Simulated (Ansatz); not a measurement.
SnTe:
```cif
data_SnTe
_chemical_formula_sum 'Sn1 Te1'
_space_group_name_H-M_alt 'P 1'
_space_group_IT_number 1
_cell_length_a 4.53216
_cell_length_b 4.53216
_cell_length_c 4.53216
_cell_angle_alpha 60.000
_cell_angle_beta 60.000
_cell_angle_gamma 60.000
loop_
_space_group_symop_operation_xyz
  'x, y, z'
loop_
_atom_site_label
_atom_site_type_symbol
_atom_site_fract_x
_atom_site_fract_y
_atom_site_fract_z
_atom_site_occupancy
Sn1 Sn 0.00000 0.00000 0.00000 1
Te1 Te 0.50000 0.50000 0.50000 1
```

Relaxed with the program Ansatz at the PBE level (PAW). Indices refer to the conventional cell of Fm-3m, a = b = c = 6.4094 Å, α = β = γ = 90.00°.

Simulate the powder diffraction pattern (Fe Kα, λ = 1.93735 Å; lines above 1 %) up to 2θ = 90°.

Simulated powder pattern, Fe Kα, λ = 1.93735 Å (kinematic, ideal powder, no thermal factors, no anomalous dispersion; the 30 strongest lines at most, above 1 %, up to 2θ = 90°):

```csv
2θ (°),d (Å),I/Imax (%),hkl
35.19,3.205,100,(200)
50.61,2.266,73,(220)
63.14,1.850,26,(222)
74.39,1.602,12,(400)
85.05,1.433,36,(420)
```

Symmetry was held in the PBE relaxation. Scalar-relativistic: spin–orbit coupling is off unless named, which matters more the heavier the elements.

Potentials: the later of the program's two PAW sets.
